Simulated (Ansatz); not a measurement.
An Ansatz (an electronic-structure program) run. Input:

Ansatz 0.2 input:
```yaml
crystal:
  lattice:
    - [2.8633359055, 0.0, 0.0]
    - [0.0, 2.8633359055, 0.0]
    - [0.0, 0.0, 2.8633359055]
  atoms:
    - { symbol: Ni, position: [0.0, 0.0, 0.0] }
    - { symbol: Al, position: [0.5, 0.5, 0.5] }
kpoints:
  mp_grid: { grid: [14, 14, 14] }
hamiltonian:
  xc: r2scan
  pseudopotentials: { kind: paw }
scf:
  occupations: { method: gaussian, width: 0.1 }
checkpoint: { read: metal.run }
output: { write_density: true, elf: true, volumetric_format: npy }
basis: { fft_grid_basis: typed }
```

Output (shortened):

```
Pseudopotential: Ni, paw, valence charge 18
Pseudopotential: Al, paw, valence charge 3
Functional definition: r2SCAN
Crystal: 2 atoms, lattice volume = 23.476 Å³
Basis set: ecut = 500 eV, 619 PW (Γ), exchange–correlation on 96×96×96 points (64 copies of the dense FFT grid, shifted against one another)
Bands: 19, of which v1, the nominal top of the filled ones, is band 11 counted from 1 (10 counted from 0)
Symmetry: 48 space group operations
Space group: Pm-3m (ITA 221), of the structure as read, at distance tolerance 2.9e-5 Å
k-points: 120 of 2744
Stability of the state it starts from, as read at its close in the unpolarized treatment …
iter 1 solved again at ethr=3.73e-9 eV; its pass at ethr=3.10e-3 eV (dr2=7.84e-7 eV) is discarded
SCF iter   1: F=—  HF=-6387.054041 eV  |F-HF|=—  |Δ(HF+E_count)|=         —  Δρ=3.48e-7  dr2=1.84e-11  dr2_τ=5.48e-14  ethr=3.73e-9  ⟨swp⟩=4.0  Hψ=17214  notcnv=0
preconditioner: auto → none
SCF iter   2: F=-6387.054041 eV  HF=-6387.054041 eV  |F-HF|=1.63e-10  |Δ(HF+E_count)|=   7.50e-9  Δρ=1.02e-6  dr2=1.73e-10  dr2_τ=3.63e-13  ethr=1.00e-12  ⟨swp⟩=6.1  Hψ=8162  notcnv=0
SCF 1 converged in 2 iterations: F = -6387.054041 eV  dr2 = 1.73e-10
SCF converged after 2 iterations
Free energy (F): -6387.054041 eV
Harris-Foulkes:  -6387.054041 eV  (|F-HF|=1.63e-10)
Internal energy: -6387.048923 eV  (E = F + TS)
E sigma→0 (E₀):  -6387.051482 eV
Entropy (-TS):   -0.005118 eV (-2.559 meV/atom)
Fermi energy:    14.133758 eV
--- Per-component energies (eV) ---
  E_band       = -355.821442
  E_kinetic    = 311.654360
  E_local      = -4429.394488  (includes V_loc(G=0)·N_el)
  E_nonlocal   = 652.138502
  E_hartree    = 1910.706745
  E_xc         = -117.371219
  E_vxc        = -151.366628  (∫ρ·V_xc dr)
  E_paw        = -2120.907045  (= ΣΔE_a)
  E_vpaw       = -570.705804  (= ΣTr[D̂ρ^β])
  E_aug_tail   = 0.000235  (compensation charges beyond the density's cutoff)
  E_vtau       = 10.437732  (kinetic-family band-sum trace: ∫τ·v_τ [+ j·A + Jᵃ·Aᵃ] dr)
  E_ewald      = -2593.515836
  E_core_change = -0.360177  (= ΣΔE_core)
  E_smearing   = -0.005118  (= −TS)
  E_closure    =  0.000000  (closes the sum)
  Σ components = -6387.054041   (vs F -6387.054041, Δ=0.00e0)
  [band-id]    e_kinetic+e_local+e_nonlocal+2·e_hartree+e_vxc+e_vpaw+e_augmentation_tail+e_vtau = -355.822601   (vs E_band -355.821442, Δ=-1.16e-3)
--- Band table (eV; the first three rows and the last of 120) ---
  k-point 0: bands = ["-92.8318", "-51.7550", "-51.7550", "-51.7550", "2.2759", "10.7185", "10.7185", "12.5297", "12.5297", "12.5297", "20.1072", "20.1072", "20.1072", "22.6128", "22.6128", "29.4949", "36.2271", "36.2271", "36.2271"]
  k-point 1: bands = ["-92.8317", "-51.7563", "-51.7549", "-51.7549", "2.3763", "10.7089", "10.7431", "12.4861", "12.4861", "12.5343", "19.0204", "20.2389", "20.2389", "22.6191", "23.6186", "29.8254", "35.1587", "35.1587", "36.2378"]
  k-point 2: bands = ["-92.8314", "-51.7600", "-51.7546", "-51.7546", "2.6757", "10.6542", "10.8129", "12.3683", "12.3683", "12.5472", "17.3083", "20.6217", "20.6217", "22.6377", "25.0534", "30.8666", "33.3788", "33.3788", "35.3498"]
  k-point 119: bands = ["-92.8268", "-51.7767", "-51.7767", "-51.7767", "9.7627", "9.7627", "9.7627", "13.1528", "13.1528", "16.1469", "16.1469", "16.1469", "18.7772", "18.8920", "18.8920", "18.8920", "22.5885", "43.0238", "43.0238"]
```

Cost: very roughly 6 core-seconds on shared cores.

The cell was relaxed with r²SCAN under the symmetry of its start. The run is not spin-polarised.

Potentials: the later of the program's two PAW sets.

Ansatz is a plane-wave DFT program.
